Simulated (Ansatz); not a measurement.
Data:

YSiRu:
```yaml
crystal:
  lattice:
    - [6.99729, 0.00000, 0.00000]
    - [0.00000, 4.31916, 0.00000]
    - [0.00000, 0.00000, 7.08640]
  atoms:
    - { symbol: Y, position: [0.01348, 0.75000, 0.18718] }
    - { symbol: Y, position: [0.98652, 0.25000, 0.81282] }
    - { symbol: Y, position: [0.48652, 0.25000, 0.68718] }
    - { symbol: Y, position: [0.51348, 0.75000, 0.31282] }
    - { symbol: Si, position: [0.30570, 0.25000, 0.10546] }
    - { symbol: Si, position: [0.69430, 0.75000, 0.89454] }
    - { symbol: Si, position: [0.19430, 0.75000, 0.60546] }
    - { symbol: Si, position: [0.80570, 0.25000, 0.39454] }
    - { symbol: Ru, position: [0.65223, 0.25000, 0.06709] }
    - { symbol: Ru, position: [0.34777, 0.75000, 0.93291] }
    - { symbol: Ru, position: [0.84777, 0.75000, 0.56709] }
    - { symbol: Ru, position: [0.15223, 0.25000, 0.43291] }
```

This is the r²SCAN-relaxed structure.

**Question.** All from the program Ansatz at the r²SCAN level (PAW), unless another level is named. Predict the electronic character.

**Answer.** metallic (no gap).

**Question.** Next, the formation energy from the elements (no fitted shifts)?

**Answer.** -0.88 eV/atom.

**Question.** And the density of states at the Fermi level?

**Answer.** 0.83 states/eV per atom (mean over ±0.08 eV).

Space group Pnma. The workflow started from a Materials Project entry (that database holds measured and hypothetical structures alike); the Crystallography Open Database copy checked does not list it. Its standing as an ambient phase is unchecked. The r²SCAN relaxation kept the symmetry of its start; its stability against distortions is not shown here. No spin polarisation was allowed. The references are the lowest solids computed at this level, not always the standard phases. Scalar-relativistic: spin–orbit coupling is off unless named, which matters more the heavier the elements.

Potentials: the later of the program's two PAW sets.
